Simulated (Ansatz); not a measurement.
Consider the following.

Ge₂Rh:
```yaml
crystal:
  lattice:
    - [1.58044, -6.31932, 0.00000]
    - [1.58044, 6.31932, 0.00000]
    - [0.00000, 0.00000, 4.82120]
  atoms:
    - { symbol: Ge, position: [0.94459, 0.05541, 0.75000] }
    - { symbol: Ge, position: [0.05541, 0.94459, 0.25000] }
    - { symbol: Ge, position: [0.27296, 0.72704, 0.75000] }
    - { symbol: Ge, position: [0.72704, 0.27296, 0.25000] }
    - { symbol: Rh, position: [0.61498, 0.38502, 0.75000] }
    - { symbol: Rh, position: [0.38502, 0.61498, 0.25000] }
```

This is the PBE-relaxed structure.

Question: All from PBE (plane waves, PAW; program Ansatz), unless another level is named. Give the electronic character.

Answer: metallic (no gap).

Question: Give the formation energy from the elements (no fitted shifts).

Answer: -0.094 eV/atom.

Question: What about the density of states at the Fermi level?

Answer: 0.44 states/eV per atom (mean over ±0.08 eV).

Space group Cmcm. A made-up cell: these elements were put on the sites of a structure type; neither database checked (COD, Materials Project) lists it. Its standing as an ambient phase is unchecked. Symmetry was held in the PBE relaxation; whether a distortion lowers the energy is not shown. The run is not spin-polarised. The references are the lowest solids computed at this level, not always the standard phases. Spin–orbit coupling is left out wherever it is not named.

Potentials: the later of the program's two PAW sets.
